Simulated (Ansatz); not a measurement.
Relaxed-ion elastic tensor of ReB2 in space group P6_3/mmc (No. 194; Re on 2c, B on 4f) in GPa (Voigt order), LDA in the plane-wave PAW code Ansatz; density 13.02 g/cm³, 8.84 Å³ per atom.

```json
[
 {"": "1", "1": "685", "2": "176", "3": "139", "4": "0.0", "5": "0.0", "6": "0.0"},
 {"": "2", "1": "176", "2": "685", "3": "139", "4": "0.0", "5": "0.0", "6": "0.0"},
 {"": "3", "1": "139", "2": "139", "3": "1090", "4": "0.0", "5": "0.0", "6": "0.0"},
 {"": "4", "1": "0.0", "2": "0.0", "3": "0.0", "4": "287", "5": "0.0", "6": "0.0"},
 {"": "5", "1": "0.0", "2": "0.0", "3": "0.0", "4": "0.0", "5": "287", "6": "0.0"},
 {"": "6", "1": "0.0", "2": "0.0", "3": "0.0", "4": "0.0", "5": "0.0", "6": "255"}
]
```

**Question.** Is the crystal mechanically stable?

**Answer.** Yes: the smallest eigenvalue of C is 255 GPa.

**Question.** Work out the Voigt, Reuss and Hill averages.

**Answer.** K_V = 374, K_R = 362, K_H = 368; G_V = 300, G_R = 289, G_H = 294 GPa.

**Question.** Give Young's modulus, Poisson's ratio, Pugh's ratio and the universal anisotropy index.

**Answer.** E = 9KG/(3K + G) = 697 GPa; ν = 0.18; K/G = 1.25 (brittle by the Pugh limit of 1.75); A_U = 5G_V/G_R + K_V/K_R − 6 = 0.22.

**Question.** Estimate the sound speeds and the Debye temperature.

**Answer.** v_l = √((K + 4G/3)/ρ) = 7640 m/s, v_t = √(G/ρ) = 4750 m/s, mean 5240 m/s; Θ = (h/k)(3n/4πV)^(1/3) v_m = 754 K.

**Question.** Solve the Christoffel equation for the three sound speeds along x, y, z.

**Answer.** Eigenvalues of C_ijkl n_j n_l equal ρv². In km/s, slowest first: x 4.42, 4.69, 7.25; y 4.42, 4.69, 7.25; z 4.69, 4.69, 9.16.

**Question.** How much does each axis shrink under pressure?

**Answer.** Linear compressibilities β_i = Σ_j S_ij (j = 1 to 3): x 1.1, y 1.1, z 0.65 per TPa.

The first step of the workflow began from a Materials Project structure, measured or hypothetical; the Crystallography Open Database files this formula in space group No. 194, but the cells were not matched. Its standing as an ambient phase is unchecked. The cell was relaxed with LDA under the symmetry of its start; of distortions, only those at the zone centre were tested. The run is not spin-polarised. As this level gives no gap, shear constants depend on the k-mesh and smearing (Fermi–Dirac, 0.1 eV here). Scalar-relativistic: spin–orbit coupling is off unless named, which matters more the heavier the elements.

Potentials: the later of the program's two PAW sets.
